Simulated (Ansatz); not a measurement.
Input and command of a calculation in Ansatz (plane waves; scalar-relativistic PAW potentials unless the input names others):

```yaml
crystal:
  lattice:
    - [4.5026497556, -4.5026497556, 0.0]
    - [4.5026497556, 4.5026497556, 0.0]
    - [0.0, 0.0, 6.4030879809]
  atoms:
    - { symbol: C, position: [0.5039599312, 0.8159927151, 0.5235326976] }
    - { symbol: C, position: [0.1734962014, 0.0336444514, 0.7269035011] }
    - { symbol: C, position: [0.4532741763, 0.3818634797, 0.3563796518] }
    - { symbol: C, position: [0.9008217548, 0.6855918063, 0.4857490668] }
    - { symbol: "N", position: [0.4172724511, 0.9633604263, 0.1259707418] }
    - { symbol: "N", position: [0.2178847985, 0.5933758821, 0.8246112885] }
    - { symbol: "N", position: [0.8246311582, 0.3680123635, 0.3133869609] }
    - { symbol: "N", position: [0.6801268269, 0.3649650779, 0.871689322] }
    - { symbol: "N", position: [0.3008420954, 0.5396575396, 0.9606325453] }
    - { symbol: "N", position: [0.3034728961, 0.1047865886, 0.1592244723] }
    - { symbol: "N", position: [0.600544486, 0.2188844191, 0.878060561] }
    - { symbol: "N", position: [0.8757586405, 0.244456498, 0.2138771125] }
    - { symbol: O, position: [0.5429796563, 0.7830572701, 0.6898837413] }
    - { symbol: O, position: [0.9994746676, 0.0825795978, 0.7089372143] }
    - { symbol: O, position: [0.3777207487, 0.5470246064, 0.3905309409] }
    - { symbol: O, position: [0.9712702277, 0.8079790787, 0.3765409843] }
basis:
  ecutwfc: 420
kpoints:
  mp_grid: { grid: [6, 6, 6] }
hamiltonian:
  xc: pbe
  dispersion: d3bj
scf:
  occupations: { method: fermi_dirac, width: 0.1034 }
  algorithm: density_mixing
output:
  forces: true
  eigenvalues: true
  stress: true
```

```bash
ansatz run input.yaml --threads 4 --pin off --max-ram 9216MiB --backend cpu --events-out ev --progress --plain --runs-dir out
```

Abridged log:
```
Basis set: ecut = 420 eV, 5041 PW (Γ), exchange–correlation on 90×90×90 points (8 copies of the dense FFT grid, shifted against one another)
Bands: 56, of which v1, the nominal top of the filled ones, is band 40 counted from 1 (39 counted from 0)
Symmetry: 1 space group operations
k-points: 112 of 216 (time reversal used)
SCF iter   1: F=—  HF=-6335.734991 eV  |F-HF|=—  |Δ(HF+E_count)|=         —  Δρ=9.74e-3  dr2=2.27e-1  ethr=1.77e-3  ⟨swp⟩=6.3  Hψ=26604  notcnv=0
SCF iter   2: F=—  HF=-6335.742880 eV  |F-HF|=—  |Δ(HF+E_count)|=   7.89e-3  Δρ=5.37e-3  dr2=5.77e-2  ethr=2.84e-4  ⟨swp⟩=2.0  Hψ=12436  notcnv=0  defer=485
SCF iter   3: F=—  HF=-6335.740556 eV  |F-HF|=—  |Δ(HF+E_count)|=   2.32e-3  Δρ=2.42e-3  dr2=1.53e-2  ethr=7.21e-5  ⟨swp⟩=2.0  Hψ=9268  notcnv=0  defer=149
automatic band count: iteration 3 solves 53 bands in place of 56: the levels show a gap, and the empty bands left out lie too high to hold charge; the band table lists the bands solved (type scf.n_extra_bands for more)
SCF iter   4: F=—  HF=-6335.742617 eV  |F-HF|=—  |Δ(HF+E_count)|=   2.06e-3  Δρ=1.79e-3  dr2=8.24e-3  ethr=1.91e-5  ⟨swp⟩=2.0  Hψ=9362  notcnv=0  defer=149
SCF iter   5: F=—  HF=-6335.741891 eV  |F-HF|=—  |Δ(HF+E_count)|=   7.26e-4  Δρ=3.76e-4  dr2=5.11e-4  ethr=1.03e-5  ⟨swp⟩=2.0  Hψ=9348  notcnv=0  defer=149
SCF iter   6: F=—  HF=-6335.742017 eV  |F-HF|=—  |Δ(HF+E_count)|=   1.25e-4  Δρ=1.44e-4  dr2=6.99e-5  ethr=6.39e-7  ⟨swp⟩=2.0  Hψ=10154  notcnv=0  defer=149
SCF iter   7: F=—  HF=-6335.741876 eV  |F-HF|=—  |Δ(HF+E_count)|=   1.40e-4  Δρ=8.44e-5  dr2=1.87e-5  ethr=8.74e-8  ⟨swp⟩=2.0  Hψ=10217  notcnv=0  defer=245
SCF iter   8: F=—  HF=-6335.741877 eV  |F-HF|=—  |Δ(HF+E_count)|=   2.21e-7  Δρ=2.06e-5  dr2=1.12e-6  ethr=2.34e-8  ⟨swp⟩=2.0  Hψ=9162  notcnv=0  defer=245
SCF iter   9: F=—  HF=-6335.741877 eV  |F-HF|=—  |Δ(HF+E_count)|=   7.00e-7  Δρ=8.77e-6  dr2=2.32e-7  ethr=1.41e-9  ⟨swp⟩=2.0  Hψ=9258  notcnv=0  defer=245
SCF iter  10: F=—  HF=-6335.741877 eV  |F-HF|=—  |Δ(HF+E_count)|=   9.77e-9  Δρ=6.38e-6  dr2=1.04e-7  ethr=1.25e-10  ⟨swp⟩=8.0  Hψ=22335  notcnv=0
SCF iter  11: F=-6335.741877 eV  HF=-6335.741877 eV  |F-HF|=1.59e-8  |Δ(HF+E_count)|=   1.28e-8  Δρ=2.63e-6  dr2=1.97e-8  ethr=1.25e-10  ⟨swp⟩=4.1  Hψ=19127  notcnv=0
SCF 1 converged in 11 iterations: F = -6335.741877 eV  dr2 = 1.97e-8
SCF converged after 11 iterations
Free energy (F): -6335.741877 eV
Harris-Foulkes:  -6335.741877 eV  (|F-HF|=1.59e-8)
Internal energy: -6335.741877 eV  (E = F + TS)
E sigma→0 (E₀):  -6335.741877 eV
Entropy (-TS):    0.000000 eV ( 0.000 meV/atom)
Fermi energy:    0.839664 eV
  E_disp       = -1.391749  (pairwise vdW)
--- Forces (eV/Å), atoms counted from 1 ---
  atom   1  C      1.83987097     1.46627741    -1.85413905
  atom   2  C     -1.06590165     2.52924329    -0.29055019
  atom   3  C      1.23128664     3.67731884     1.34152550
  atom   4  C      0.94363504     0.00708739     0.37083696
  atom   5  N      0.48723131     7.59962746     1.57831241
  atom   6  N     -0.91573386     2.43803429    -3.07931717
  atom   7  N      1.50279243     3.99475226     3.32154918
  atom   8  N      6.51919993     1.93057606    -0.51330770
  atom   9  N      0.18408998    -1.96768603     3.23811228
  atom  10  N     -1.42979858    -7.72724349    -1.48815142
  atom  11  N     -5.96292764    -1.99705885    -0.53313452
  atom  12  N     -1.72580295    -5.14211056    -3.54866131
  atom  13  O      0.27579452    -0.95471948     2.75342980
  atom  14  O      1.23964123    -1.96118010     0.31831887
  atom  15  O     -2.94771935    -3.75988537    -1.25271116
  atom  16  O     -0.17568362    -0.13299595    -0.36218285
--- Stress (GPa, compression-positive) ---
       10.715352       1.333231       1.857323
        1.333233       0.391612      -0.238197
        1.857321      -0.238195      10.301490
  P = ⅓ Tr σ = 7.1362 GPa (71.362 kbar)
```

Apart from outputs and empty bands, the input differs from a reference run on usual settings in scf.algorithm: not typed → "density_mixing". The reference, at the same geometry (not necessarily relaxed), gave pressure 7.14 GPa, largest force 7.998 eV/Å, gap on the mesh 3.95 eV. This run converged in 11 SCF iterations (reference: 11) with an energy at zero smearing within 0.01 meV/atom of the reference's, pressure 7.14 GPa, largest force 7.998 eV/Å, gap on the mesh 3.95 eV.

Time: 41 s on 4 threads of Arm Neoverse V2, with other jobs on the host, peak memory 1.4 GiB.